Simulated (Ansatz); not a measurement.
Rocksalt alloy of MgO and ZnO (14 of 32 Mg sites exchanged), 64 atoms

Ansatz, PAW, plane waves. PBEsol relaxation of volume and atoms (shape held) at the single k point (¼, ¼, ¼) without its symmetry partners; single points on the relaxed atoms at the Γ point alone, onto which points of the small cell's zone fold. Arrangement: random. No spin–orbit coupling unless named.

Relaxed structure:

```
O Mg Zn
1.0
     8.47453    0.00000    0.00000
     0.00000    8.47453    0.00000
     0.00000    0.00000    8.47453
O Mg Zn
32 18 14
Direct
  0.25044 0.00035 0.00291
  0.25230 0.00235 0.49867
  0.24712 0.49959 0.99784
  0.24766 0.49775 0.50191
  0.75043 0.00027 0.00062
  0.74877 0.99835 0.49952
  0.75161 0.49976 0.00202
  0.75195 0.50174 0.49813
  0.00282 0.25004 0.00245
  0.00281 0.25203 0.49839
  0.00278 0.75026 0.99996
  0.99767 0.74744 0.49999
  0.49822 0.24756 0.99769
  0.49795 0.24735 0.50230
  0.49800 0.75243 0.00002
  0.50284 0.75294 0.50082
  0.00190 0.99940 0.24760
  0.00040 0.99845 0.75199
  0.99636 0.49958 0.24995
  0.00283 0.50305 0.75010
  0.49753 0.99662 0.25015
  0.50122 0.00002 0.75027
  0.50087 0.50148 0.25032
  0.49833 0.50040 0.74988
  0.24740 0.24730 0.25027
  0.25372 0.25293 0.75045
  0.24980 0.75188 0.24833
  0.25082 0.74778 0.75243
  0.75095 0.25148 0.25074
  0.74942 0.25092 0.74971
  0.74957 0.74667 0.25266
  0.75035 0.74964 0.74796
  0.99947 0.00028 0.99948
  0.99893 0.49995 0.99955
  0.99968 0.49959 0.50038
  0.50141 0.00016 0.00042
  0.50079 0.00036 0.50035
  0.25070 0.25025 0.00024
  0.25036 0.25008 0.50044
  0.25048 0.74978 0.00043
  0.75018 0.75004 0.50030
  0.24992 0.99961 0.25068
  0.25050 0.50026 0.74982
  0.74825 0.49854 0.25003
  0.99905 0.24914 0.25050
  0.99957 0.74976 0.25045
  0.00042 0.75086 0.74970
  0.50178 0.25073 0.74996
  0.49977 0.74896 0.25050
  0.50097 0.74963 0.75025
  0.00068 0.99996 0.49982
  0.49942 0.49987 0.99983
  0.50012 0.50004 0.50026
  0.25048 0.74987 0.50031
  0.75045 0.24999 0.00018
  0.75054 0.25002 0.50023
  0.75026 0.74974 0.00060
  0.25133 0.00012 0.75109
  0.24824 0.49948 0.24983
  0.74959 0.99911 0.25033
  0.75042 0.00003 0.74997
  0.75073 0.50049 0.74973
  0.00167 0.25059 0.75032
  0.49887 0.24889 0.25047
```

**Question.** What are the mean bond lengths by pair (pairs within 1.2 times the sum of covalent radii, less contacts 15 % beyond the pair's median; cation–cation pairs of compounds aside; long ionic contacts are cut short by that bound)?

**Answer.** Mg–O 2.108 ± 0.010 Å (standard deviation, 108 bonds); O–Zn 2.132 ± 0.009 Å (standard deviation, 84 bonds).

**Question.** What gap lies between the top filled and the lowest empty level in the single points?

**Answer.** HSE06 4.31 eV (9.7 s on NVIDIA GB200).
